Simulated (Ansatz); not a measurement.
Na3Bi:
```cif
data_Bi2Na6
_chemical_formula_sum 'Na6 Bi2'
_space_group_name_H-M_alt 'P63/mmc'
_space_group_IT_number 194
_space_group_name_Hall '-P 6c 2c'
_cell_length_a 5.41390
_cell_length_b 5.41390
_cell_length_c 9.63489
_cell_angle_alpha 90.000
_cell_angle_beta 90.000
_cell_angle_gamma 120.000
loop_
_atom_site_label
_atom_site_type_symbol
_atom_site_symmetry_multiplicity
_atom_site_Wyckoff_symbol
_atom_site_fract_x
_atom_site_fract_y
_atom_site_fract_z
_atom_site_occupancy
Na1 Na 4 f 0.66667 0.33333 0.08260 1
Na2 Na 2 b 0.00000 0.00000 0.25000 1
Bi1 Bi 2 c 0.33333 0.66667 0.25000 1
```

Relaxed with PBEsol. PBEsol (plane waves, PAW; program Ansatz) gives no gap.

### Question
What gap does HSE06 give on the same cell (Ansatz, PAW)?

### Answer
0.23 eV. The hybrid was solved on a coarser mesh and at special points; the gap given is the minimum over both. On such a mesh it can open a false gap in a semimetal.

| k | v1 PBEsol | c1 PBEsol | v1 HSE06 | c1 HSE06 |
|---|---|---|---|---|
| Γ | 0.00 | 0.00 | 0.00 | 0.23 |
| A | -0.09 | 1.20 | [?] | [?] |
| K | -0.96 | 1.28 | [?] | [?] |
| H | -0.53 | 2.08 | -0.58 | 2.62 |
| M | -0.34 | 1.66 | [?] | [?] |
| L | -0.56 | 1.21 | [?] | [?] |

### Question
Top valence (v1) and lowest conduction level (c1) in eV from each method's valence maximum (which need not be a listed point): supply the withheld HSE06 values.

### Answer

- L, v1 HSE06: -0.61
- L, c1 HSE06: 1.68
- K, v1 HSE06: -1.03
- K, c1 HSE06: 1.73
- A, v1 HSE06: -0.10
- A, c1 HSE06: 1.72
- M, v1 HSE06: -0.37
- M, c1 HSE06: 2.17

Cost on shared cores: the PBEsol run (SCF on a 9×9×5 mesh, then bands and DOS) very roughly 2.3 core-minutes, the HSE06 run (SCF on 4×4×2, then a few points) about 5 core-minutes (a rough figure); the tasks are unlike.

Space group P6_3/mmc. The first step of the workflow began from a Materials Project structure, measured or hypothetical; the Crystallography Open Database files this formula in space group No. 194, but the cells were not matched. Its standing as an ambient phase is unchecked. Symmetry was held in the PBEsol relaxation; whether a distortion lowers the energy is not shown. Scalar-relativistic: spin–orbit coupling is off unless named, which matters more the heavier the elements.

Potentials: the earlier of the program's two PAW sets. The files were generated under PBE; for other functionals the program regenerates the frozen cores, and for LDA and PBEsol the local potential too.
